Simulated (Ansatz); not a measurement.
Ga2O3 (beta-Ga2O3 type, space group C2/m)

```
Ga2O3
1.0
    6.22762    -1.54173     0.00000
    6.22762     1.54173     0.00000
   -1.39233     0.00000     5.71032
Ga O
4 6
Direct
  0.08991   0.08991   0.79470
  0.91009   0.91009   0.20530
  0.65850   0.65850   0.31416
  0.34150   0.34150   0.68584
  0.16349   0.16349   0.10919
  0.83651   0.83651   0.89081
  0.17371   0.17371   0.56436
  0.82629   0.82629   0.43564
  0.49603   0.49603   0.25671
  0.50397   0.50397   0.74329
```

These are PBE (plane waves to 420 eV, PAW, scalar-relativistic; Ansatz, a first-principles code) values and carry that method's errors. DFPT wavenumbers on a 8×8×4 k mesh, in cm⁻¹; i marks imaginary ones, q is in fractions of the reciprocal vectors of the cell shown, and the three acoustic modes at Γ are left out. The non-analytic (LO-TO) term is not included, so polar modes at Γ have their transverse values. Ga2O3 was relaxed with its symmetry unable to fall.

**Question.** Is the structure dynamically stable at Γ?

**Answer.** No imaginary mode at these points (lowest 104 cm⁻¹ at Γ); other wave vectors were not tested.

**Question.** List the wavenumbers at Γ, with degeneracies.

**Answer.** 
| q | wavenumbers (cm⁻¹) |
|---|---|
| Γ | 104, 109, 133, 145, 157, 188, 192, 242, 262, 277, 297, 320, 327, 334, 378, 394, 422, 436, 445, 521, 578, 607, 611, 621, 638, 691, 710 |
